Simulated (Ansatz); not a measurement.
CoBi$_{3}$:
```
CoBi3
1.0
    8.95458     0.00000     0.00000
    0.00000     4.04336     0.00000
    0.00000     0.00000    11.86304
Co Bi
4 12
Direct
  0.08772   0.25000   0.47921
  0.91228   0.75000   0.52079
  0.41228   0.75000   0.97921
  0.58772   0.25000   0.02079
  0.41073   0.25000   0.82984
  0.58927   0.75000   0.17016
  0.08927   0.75000   0.32984
  0.91073   0.25000   0.67016
  0.30166   0.25000   0.10120
  0.69834   0.75000   0.89880
  0.19834   0.75000   0.60120
  0.80166   0.25000   0.39880
  0.37017   0.25000   0.40943
  0.62983   0.75000   0.59057
  0.12983   0.75000   0.90943
  0.87017   0.25000   0.09057
```

Relaxed with r²SCAN. Special points in fractions of this cell's reciprocal vectors: Γ (0.000, 0.000, 0.000); X (0.500, 0.000, 0.000); S (0.500, 0.500, 0.000); Y (0.000, 0.500, 0.000); Z (0.000, 0.000, 0.500); U (0.500, 0.000, 0.500); R (0.500, 0.500, 0.500); T (0.000, 0.500, 0.500).

### Question
List the band energies nearest the Fermi level at these points for DFT-r²SCAN with spin–orbit coupling in the program Ansatz with PAW potentials.

### Answer
In eV from the Fermi level; about four levels below and three above (degenerate sets whole), none deeper than 8.9 eV; points with the same levels are listed once.

```json
[
 {"k": "Γ", "below": "-0.31 -0.31 -0.14 -0.14", "above": "0.36 0.36 0.40 0.40"},
 {"k": "X", "below": "-0.44 -0.44 -0.44 -0.44", "above": "0.07 0.07 0.07 0.07"},
 {"k": "S", "below": "-0.09 -0.09 -0.09 -0.09", "above": "1.28 1.28 1.28 1.28"},
 {"k": "Y", "below": "-0.58 -0.58 -0.58 -0.58", "above": "0.02 0.02 0.02 0.02"},
 {"k": "Z", "below": "-0.39 -0.39 -0.39 -0.39", "above": "0.03 0.03 0.03 0.03"},
 {"k": "U", "below": "-0.05 -0.05 -0.05 -0.05", "above": "0.49 0.49 0.49 0.49"},
 {"k": "R", "below": "-0.69 -0.69 -0.69 -0.69", "above": "0.04 0.04 0.04 0.04"},
 {"k": "T", "below": "-0.62 -0.62 -0.62 -0.62", "above": "0.00 0.00 0.00 0.00"}
]
```

Space group Pnma. The first step of the workflow began from a Materials Project structure, measured or hypothetical; the Crystallography Open Database copy checked does not list it. Its standing as an ambient phase is unchecked. The r²SCAN relaxation kept the symmetry of its start; whether a distortion lowers the energy is not shown. The run is not spin-polarised. Its formation energy is positive at this level, so the cell may be metastable or incomplete.

Potentials: the later of the program's two PAW sets.
